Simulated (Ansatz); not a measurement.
The calculation used Ansatz 0.2.0, DFT PBE, scalar-relativistic, plane waves, PAW. All cells share a 420 eV cutoff and Γ-centred k meshes spaced at most about 0.3 Å⁻¹ (about 0.25 or finer for metals, 2π included). No spin polarisation in the final relaxations.

Temperature and zero-point effects are left out.

Two forms of Ca2Ta3O were relaxed alike.

A.

```
Ca Ta O
1.0
     3.93815    0.00000    0.00000
     0.00000    3.93815    0.00000
     0.00000    0.00000    9.10326
Ca Ta O
2 3 1
Direct
  0.50000 0.50000 0.03463
  0.00000 0.00000 0.33578
  0.00000 0.50000 0.65807
  0.50000 0.00000 0.65807
  0.00000 0.00000 0.86370
  0.00000 0.00000 0.08910
```

B.

```
Ca Ta O
1.0
     3.21841    0.00000    0.00000
     0.00000    3.21841    0.00000
     0.00000    0.00000   12.29355
Ca Ta O
2 3 1
Direct
  0.00000 0.00000 0.99384
  0.50000 0.50000 0.47546
  0.00000 0.00000 0.68760
  0.00000 0.00000 0.27823
  0.50000 0.50000 0.80131
  0.50000 0.50000 0.26357
```

**Question.** Which is lower in energy, and by how much?

**Answer.** A is lower, by 0.35 eV/atom. A has space group P4mm (No. 99), 23.5 Å³/atom and no gap on its mesh; B has space group P4mm (No. 99), 21.2 Å³/atom and no gap. Counting Ca or Ta atoms around O (for each partner element, those within 1.25 times its shortest distance or 1.15 times the sum of covalent radii, where it is the nearest in units of that sum or under 1.3), A has O 2 and B has O 5. The lower one is the more open, so pressure narrows the difference. In A, Ca on its first site is surrounded by 4 O at 2.83 Å and 4 Ta at 3.19 Å; Ta on a site of symmetry 2mm is surrounded by 6 Ta at 2.72–2.78 Å and 2 Ca at 3.53 Å; O has 1 Ta at 2.05 Å, 1 Ca at 2.25 Å and 4 Ca at 2.83 Å; 2 more sites not described. In B, Ca on its first site is surrounded by 4 Ca at 3.22 Å, 4 Ta at 3.28 Å, 1 Ta at 3.50 Å, 1 Ta at 3.76 Å and 4 O at 4.02 Å; Ta on its first site is surrounded by 4 Ta at 2.67 Å, 4 Ta at 3.22 Å, 4 Ca at 3.46 Å and 1 Ca at 3.76 Å; O has 4 Ta at 2.28 Å, 1 Ca at 2.60 Å, 4 O at 3.22 Å and 8 Ca at 4.02–4.14 Å; 3 more sites not described. Both come from invented guesses.

These runs have no spin–orbit coupling, which can matter for Ta. A magnetic state wasn't ruled out in cells without spin, among them P4mm at 23.5 Å³/atom. Cells relaxed within their symmetry can be saddle points.
